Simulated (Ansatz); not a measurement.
Total density of states per atom from DFT-PBE in the program Ansatz with PAW potentials, in 0.25 eV bins, energy from the valence-band maximum:

(E (eV), states/eV/atom): (-7.85, 0.25); (-7.60, 10.1); (-7.35, 7.39); (-7.10, 2.24); (-6.85, 0.00); (-6.60, 0.00); (-6.35, 0.00); (-6.10, 0.00); (-5.85, 0.00); (-5.60, 0.00); (-5.35, 0.00); (-5.10, 0.00); (-4.85, 0.00); (-4.60, 0.00); (-4.35, 0.00); (-4.10, 0.04); (-3.85, 1.26); (-3.60, 1.18); (-3.35, 0.46); (-3.10, 0.29); (-2.85, 0.21); (-2.60, 0.15); (-2.35, 0.19); (-2.10, 0.95); (-1.85, 0.90); (-1.60, 1.21); (-1.35, 1.23); (-1.10, 1.21); (-0.85, 1.23); (-0.60, 0.87); (-0.35, 0.46); (-0.10, 0.16); (0.15, 0.00); (0.40, 0.00); (0.65, 0.00); (0.90, 0.00); (1.15, 0.01); (1.40, 0.02); (1.65, 0.03); (1.90, 0.05); (2.15, 0.08); (2.40, 0.19); (2.65, 0.31); (2.90, 0.33); (3.15, 0.38); (3.40, 0.56); (3.65, 0.90); (3.90, 0.78); (4.15, 0.49); (4.40, 0.44); (4.65, 0.34); (4.90, 0.38); (5.15, 0.61)

Question: Pick the material that matches.
A. GaN, zinc blende
B. BeTe, zinc blende
C. CuI, zinc blende
D. CdSe, zinc blende

Answer: D, CdSe, zinc blende. Top 1 eV of the valence band: Se 4p 91 %. Bottom 1 eV of the conduction band: Cd 5s 55 %, Se 4p 28 %, Se 4s 15 %. Projections are on Löwdin-orthogonalised atomic valence shells; empty p or d shells of many metals are not among them.

Space group F-43m (zinc blende). The PBE relaxation kept the symmetry of its start. Spin–orbit coupling is left out wherever it is not named.

Potentials: the later of the program's two PAW sets.
